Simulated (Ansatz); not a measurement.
A geometry of Ir away from equilibrium: the start of the relaxation of a relaxed Ir cell, doubled along one cell vector, shaken by Gaussian noise of σ = 0.08 Å a coordinate. These are r2SCAN (plane waves to 500 eV, PAW, scalar-relativistic; Ansatz, an electronic-structure program) values and carry that method's errors. Γ-centred k-mesh 8×15×14 on the run's cell (coarser than for final values), Fermi–Dirac smearing 0.05 eV.

```xyz
2
Lattice="-3.3291 3.3291 2.6469 1.6645 -1.6645 1.3235 1.6645 1.6645 -1.3235" Properties=species:S:1:pos:R:3 pbc="T T T"
Ir     0.0290     0.0450    -0.0267
Ir    -1.5413     1.6943     1.3458
```

Problem. Which atoms carry the largest force, and which way does it point?

Solution. 0.46 eV/Å, on Ir1, Ir2 (atoms numbered as listed); on Ir1 its components are (0.19, 0.03, 0.42).

Problem. What is the pressure?

Solution. +0.8 GPa, compression positive.

No spin polarisation in the result.

The run could not lose the symmetry of its start.

Of the parent cell (I4/mmm (No. 139)): it is a generated cell of Ir: the first start was made by placing the elements on the sites of a structure type, and the end was not matched to a known phase here, so it may be hypothetical. Known forms of Ir include space group No. 225.
